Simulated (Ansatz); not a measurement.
Li3Pb in space group Fm-3m (No. 225; Pb on 4a, Li on 4b, Li on 8c), LDA in the plane-wave PAW code Ansatz, all energies at zero smearing, with the estimated change up to a 700 eV cutoff added, with one set of potentials and settings (totals compare only within such a set). Cell of 4 atoms (1 Pb, 3 Li): -12208.860 eV.

| element | reference phase | E (eV/atom) |
|---|---|---|
| Pb | Fm-3m, 1 atoms in the cell | -11602.3592 |
| Li | P6_3/mmc, 2 atoms in the cell | -201.6436 |

Formation energy per atom, worked out: (-12208.860 − 1×(-11602.3592) − 3×(-201.6436))/4 = -0.392 eV/atom (-38 kJ per mol of atoms), at 0 K, without zero-point energy or fitted corrections.

The workflow started from an entry of the Crystallography Open Database (COD). Whether it is the stable phase at ambient conditions was not checked. The LDA relaxation kept the symmetry of its start; of distortions, only those at the zone centre were tested. The references are the lowest solids computed at this level, not always the standard phases. Spin–orbit coupling is left out wherever it is not named.

Potentials: the later of the program's two PAW sets.
